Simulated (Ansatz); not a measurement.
# Structures of IrOs: which is lowest?

Plane-wave DFT in Ansatz with scalar-relativistic PAW potentials, cutoff 500 eV, Γ-centred meshes chosen by cell and gap, Gaussian smearing with energies taken to zero width. Every cell was relaxed (cell and atoms) in a run of its own, within the symmetry of its start. Functional: r2SCAN.

Relaxed structures (starts from databases or built by putting these elements on another compound's sites):
A. P-6m2, 2 atoms in the computed cell, a = 2.735 Å, c = 4.356 Å; sites (symmetry × multiplicity) Os -6m2 × 1, Ir -6m2 × 1; start: database
B. P4/mmm, 2 atoms in the computed cell, a = 2.701 Å, c = 3.865 Å; sites (symmetry × multiplicity) Os 4/mmm × 1, Ir 4/mmm × 1; start: built

Question: Rank them by energy. Could pressure change the order?

Answer:
```tsv
structure	group	E − E(lowest) (meV/atom)	V (Å³/atom)	gap on mesh (eV)
A	P-6m2	0.0	14.11	0.00
B	P4/mmm	17.8	14.10	0.00
```

A is lowest, 18 meV/atom under B. The two lowest differ in volume by under 3 %, too little for a first-order estimate of what pressure does to that pair (other pairs aren't weighed here); with rigid cells even 3 % in favour of the higher one would need about 7 GPa. Other structures may lie lower than all of these, and vibrations aren't counted.

Spin-orbit coupling is left out, which matters for the bands of heavy elements.